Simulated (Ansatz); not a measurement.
AlN:
```yaml
crystal:
  lattice:
    - [5.32835, 0.00000, 0.00000]
    - [0.00000, 5.32835, 0.00000]
    - [0.00000, 0.00000, 5.32835]
  atoms:
    - { symbol: Al, position: [0.25000, 0.50000, 0.00000] }
    - { symbol: Al, position: [0.75000, 0.50000, 0.00000] }
    - { symbol: Al, position: [0.00000, 0.25000, 0.50000] }
    - { symbol: Al, position: [0.00000, 0.75000, 0.50000] }
    - { symbol: Al, position: [0.50000, 0.00000, 0.25000] }
    - { symbol: Al, position: [0.50000, 0.00000, 0.75000] }
    - { symbol: N, position: [0.50000, 0.25000, 0.00000] }
    - { symbol: N, position: [0.50000, 0.75000, 0.00000] }
    - { symbol: N, position: [0.00000, 0.50000, 0.25000] }
    - { symbol: N, position: [0.00000, 0.50000, 0.75000] }
    - { symbol: N, position: [0.25000, 0.00000, 0.50000] }
    - { symbol: N, position: [0.75000, 0.00000, 0.50000] }
```

Relaxed with r²SCAN. DFT-r²SCAN in the program Ansatz with PAW potentials gives a gap of 3.01 eV.

Q: What gap does HSE06 give on the same cell (Ansatz, PAW)?

A: 3.95 eV, 0.95 eV more. The hybrid was solved on a coarser mesh and at special points; its gap is the smallest among all of these.

```json
[
 {"k": "Γ", "v1 r²SCAN": "0.00", "c1 r²SCAN": "3.01", "v1 HSE06": "0.00", "c1 HSE06": "3.95"},
 {"k": "R", "v1 r²SCAN": "-1.54", "c1 r²SCAN": "6.45", "v1 HSE06": "…", "c1 HSE06": "…"},
 {"k": "M", "v1 r²SCAN": "-0.04", "c1 r²SCAN": "5.43", "v1 HSE06": "…", "c1 HSE06": "…"},
 {"k": "X", "v1 r²SCAN": "-0.03", "c1 r²SCAN": "4.67", "v1 HSE06": "…", "c1 HSE06": "…"}
]
```

Q: Top valence (v1) and lowest conduction level (c1) in eV from each method's valence maximum (which need not be a listed point): supply the withheld HSE06 values.

A: 
- M, v1 HSE06: -0.05
- M, c1 HSE06: 6.27
- X, v1 HSE06: -0.04
- X, c1 HSE06: 5.65
- R, v1 HSE06: -1.51
- R, c1 HSE06: 7.57

Cost on shared cores: the r²SCAN run (SCF on a 5×5×5 mesh, then bands and DOS) around 2.4 core-minutes (rough), the HSE06 run (SCF on 3×3×3, then a few points) roughly 3 core-minutes; the tasks are unlike.

Space group Pm-3n. The start of the workflow was typed in or built on a structure type; neither database checked (COD, Materials Project) lists it. It is not the phase usual at ambient conditions (space group No. 186, 216). The r²SCAN relaxation kept the symmetry of its start; its stability against distortions is not shown here.

Potentials: the earlier of the program's two PAW sets.
